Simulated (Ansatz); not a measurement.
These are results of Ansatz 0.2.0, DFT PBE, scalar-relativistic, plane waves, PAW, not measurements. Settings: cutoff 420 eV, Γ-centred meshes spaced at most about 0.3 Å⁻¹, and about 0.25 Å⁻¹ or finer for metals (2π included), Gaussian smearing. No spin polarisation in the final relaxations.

All energies are static (0 K, no zero-point motion). All come from trial cells, and lower structures may exist.

**Question.** Which of these relaxed structures of Ba2Hf2O is the lowest in energy?
A.

Space group P-3m1 (No. 164). a = 3.533 Å, b = 3.533 Å, c = 12.407 Å, α = 90.00°, β = 90.00°, γ = 120.00°
```csv
atom,site,symmetry,x,y,z
Ba,2d,3m.,0.3333,0.6667,0.1347
Hf,2d,3m.,0.3333,0.6667,0.5904
O,1a,-3m.,0.0000,0.0000,0.0000
```

B.

Space group I4/mmm (No. 139). a = 3.817 Å, b = 3.817 Å, c = 20.211 Å, α = 90.00°, β = 90.00°, γ = 90.00°
| atom | site | symmetry | x | y | z |
| --- | --- | --- | --- | --- | --- |
| Ba | 4e | 4mm | 0.0000 | 0.0000 | 0.4196 |
| Hf | 4d | -4m2 | 0.0000 | 0.5000 | 0.2500 |
| O | 2a | 4/mmm | 0.0000 | 0.0000 | 0.0000 |

C.

Space group P-3m1 (No. 164). a = 3.528 Å, b = 3.528 Å, c = 12.467 Å, α = 90.00°, β = 90.00°, γ = 120.00°
```
atom  site  symmetry       x       y       z
  Ba    2c       3m. 0.0000  0.0000  0.1581
  Hf    2d       3m. 0.3333  0.6667  0.5896
   O    1b      -3m. 0.0000  0.0000  0.5000
```

**Answer.** A. It has space group P-3m1 (No. 164); the next, C, with space group P-3m1 (No. 164), lies 116 meV/atom higher. Counting Ba or Hf atoms around O (for each partner element, those within 1.25 times its shortest distance or 1.15 times the sum of covalent radii, where it is the nearest in units of that sum or under 1.3), the lowest and the next both have O 6.

These runs have no spin–orbit coupling, which can matter for Hf. A magnetic state wasn't ruled out in cells without spin, among them P-3m1 at 26.9 Å³/atom. Cells relaxed within their symmetry can be saddle points. Some candidate types were left out of the draw beforehand, so a known form may be missing.
